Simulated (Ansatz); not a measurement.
# WC under compression and expansion

```
W C
1.0
     2.90050    0.00000    0.00000
    -1.45025    2.51191    0.00000
     0.00000    0.00000    2.82900
W C
1 1
Direct
  0.00000 0.00000 0.00000
  0.66667 0.33333 0.50000
```

The conventional cell has a = 2.901 Å, b = 2.901 Å, c = 2.829 Å, α = 90.00°, β = 90.00°, γ = 120.00°. W (atom 1) is surrounded by 6 C at 2.19 Å. C (atom 2) is surrounded by 6 W at 2.19 Å.

The structure is an experimental refinement, used without relaxation.

Spin–orbit coupling is left out, though it moves levels of the heavy atoms by tenths of an eV or more.

Methods: DFT, PBEsol, all-electron LAPW, scalar-relativistic (Ansatz 0.2.0); DFT, PBEsol, PAW with Ansatz's default frozen-core files, scalar-relativistic (Ansatz 0.2.0).

For LAPW: a Γ-centred 13×13×12 k mesh, Fermi–Dirac smearing of 0.05 eV, basis error target 1 meV/atom, no spin polarisation. PAW takes a cutoff of 420 eV at this cell (files made with PBE, cores remade for this functional). The Ansatz runs share mesh, smearing and spin set-up. Plane-wave (PAW) pressures include the program's estimate of the Pulay term.

The cell above is scaled evenly, with fractional coordinates and shape held.

| V/V(cell) | V (Å³/atom) | P, LAPW (GPa) | P, PAW (GPa) |
| --- | --- | --- | --- |
| 0.9400 | 9.687 | 27.73 | 27.81 |
| 0.9405 | 9.693 | 27.45 | 27.53 |
| 0.9600 | 9.894 | 17.22 | 17.24 |
| 0.9700 | 9.997 | 12.36 | 12.36 |
| 0.9800 | 10.100 | 7.75 | 7.74 |
| 0.9900 | 10.203 | 3.38 | 3.35 |
| 1.0000 | 10.306 | -0.77 | -0.82 |
| 1.0100 | 10.409 | ? | ? |
| 1.0200 | 10.512 | -8.45 | -8.53 |
| 1.0300 | 10.615 | -11.99 | -12.09 |
| 1.0400 | 10.718 | -15.36 | -15.47 |
| 1.0600 | 10.924 | -21.59 | -21.71 |

(1) Fill in the row V/V(cell) = 1.0100.

(2) What do Birch–Murnaghan fits to the pressures give?

## Answers

(1) P, LAPW (GPa) = -4.71, P, PAW (GPa) = -4.78.

(2) LAPW: V0 = 10.29 Å³/atom, B0 = 407 GPa, B0′ = 4.2; PAW: V0 = 10.29 Å³/atom, B0 = 409 GPa, B0′ = 4.2.
